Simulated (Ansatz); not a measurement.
BeMo2 (cubic Laves (MgCu2 type), Fd-3m) at seven volumes, PBEsol in the plane-wave PAW code Ansatz, scaled uniformly. One row is withheld.

```tsv
V (Å³/atom)	P (GPa)
13.968	19.83
14.428	12.20
14.889	5.65
15.349	0.00
15.810	-4.89
16.270	?
16.731	-12.78
```

Question: Fit the shown pressures and predict the withheld one.

Answer: Third-order Birch–Murnaghan: P = (3/2)B₀(x^(7/2) − x^(5/2))[1 + (3/4)(B′ − 4)(x − 1)] with x = (V₀/V)^(2/3). Least squares on the six rows gives V₀ = 15.349 Å³/atom, B₀ = 175.1 GPa, B′ = 3.88. At V = 16.270, x = 0.9619 and P = -9.11 GPa. The run itself gave -9.12 GPa.

A made-up cell: these elements were put on the sites of a structure type; neither database checked (COD, Materials Project) lists it. Its standing as an ambient phase is unchecked. Symmetry was held in the PBEsol relaxation; phonons show weakly imaginary modes. No spin polarisation was allowed.

Potentials: the earlier of the program's two PAW sets. The files were generated under PBE; for other functionals the program regenerates the frozen cores, and for LDA and PBEsol the local potential too.
